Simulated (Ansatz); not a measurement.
The start is a relaxed ZrO2 cell shaken by Gaussian noise of σ = 0.08 Å a coordinate. A full variable-cell relaxation at zero pressure is run with PBE (plane waves to 420 eV, PAW, scalar-relativistic; Ansatz, an electronic-structure program). The first steps use a coarse 5×5×4 k-mesh.

Initial structure:
```
CELL_PARAMETERS angstrom
      6.23137     0.00000     0.00000
     -3.11569     5.39653     0.00000
      0.00000     0.00000     6.84561
ATOMIC_POSITIONS crystal
  Zr 0.47210 0.99093 0.99591
  Zr 0.49696 0.50949 0.31772
  Zr 0.99524 0.50130 0.66263
  O  0.20604 0.41327 0.48052
  O  0.76511 0.22210 0.85501
  O  0.57098 0.78341 0.17682
  O  0.76817 0.54825 0.49621
  O  0.25501 0.81627 0.85083
  O  0.41726 0.21527 0.16859
```

Problem. How much energy is released per atom?

Solution. 0.38 eV/atom.

Problem. Is the parent structure recovered?

Solution. It returns to the parent structure, P6₂22 (No. 180).

Problem. How do the shortest distances between atoms change?

Solution. The closest pairs of elements (up to four, under 3.6 Å), start → end: O–Zr 1.59 → 1.97 Å; O–O 2.91 → 3.18 Å.

Problem. Is the relaxed structure metallic? Give its gap.

Solution. 4.65 eV, indirect (valence top at A, conduction bottom at Γ) (no spin-orbit coupling).

Relaxed structure:

```cif
data_O6Zr3
_chemical_formula_sum 'Zr3 O6'
_space_group_name_H-M_alt 'P6222'
_space_group_IT_number 180
_space_group_name_Hall 'P 62 2 (0 0 4)'
_cell_length_a 6.23354
_cell_length_b 6.23354
_cell_length_c 6.84248
_cell_angle_alpha 90.000
_cell_angle_beta 90.000
_cell_angle_gamma 120.000
loop_
_atom_site_label
_atom_site_type_symbol
_atom_site_symmetry_multiplicity
_atom_site_Wyckoff_symbol
_atom_site_fract_x
_atom_site_fract_y
_atom_site_fract_z
_atom_site_occupancy
Zr1 Zr 3 c 0.50000 0.00000 0.00000 1
O1 O 6 j 0.43026 0.21513 0.16667 1
```

Final values are on a 6×6×5 k-mesh of the relaxed cell. The start holds a very short contact (Zr–O 1.59 Å). No spin polarisation in the result.

The relaxed structure here is a generated cell of ZrO2: the first start was made by placing the elements on the sites of a structure type, and the end was not matched to a known phase here, so it may be hypothetical. Known forms of ZrO2 include space group No. 14, 137, 225.
